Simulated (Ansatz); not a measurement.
A geometry of Ni away from equilibrium: step 2 of the relaxation of a relaxed Ni cell, doubled along one cell vector, shaken by Gaussian noise of σ = 0.08 Å a coordinate. These are PBEsol (plane waves to 420 eV, PAW, scalar-relativistic; Ansatz, a quantum-chemistry and plane-wave program) values and carry that method's errors. Γ-centred k-mesh 16×8×16 on the run's cell (coarser than for final values), Fermi–Dirac smearing 0.05 eV.

```xyz
2
Lattice="-1.3763 1.3851 1.3758 2.7324 -2.7719 2.7331 1.3753 1.3850 -1.3767" Properties=species:S:1:pos:R:3:forces:R:3 pbc="T T T" free_energy=-11609.654 pressure_GPa=4.1
Ni     0.1264    -0.0046     0.0524   -0.9941   -0.1211   -1.0360
Ni     1.3712    -1.4122     1.3493    0.9941    0.1211    1.0360
```

Positions in Å, forces in eV/Å, free energy of the cell in eV (comparable only within this code, potentials and settings). Largest force: 1.44 eV/Å, on Ni1, Ni2 (atoms numbered as listed); the geometry lies 0.15 eV/atom above the end of its relaxation.

Spin-polarised start, with parallel moments on Ni.

Spin state reached: ferromagnetic (net 0.61 μB/atom), from parallel starting moments; other spin orders were not run from this start.

The run could not lose the symmetry of its start.

Of the parent cell (Im-3m (No. 229)): it is a generated cell of Ni: the first start was made by placing the elements on the sites of a structure type, and the end was not matched to a known phase here, so it may be hypothetical. Known forms of Ni include space group No. 225.
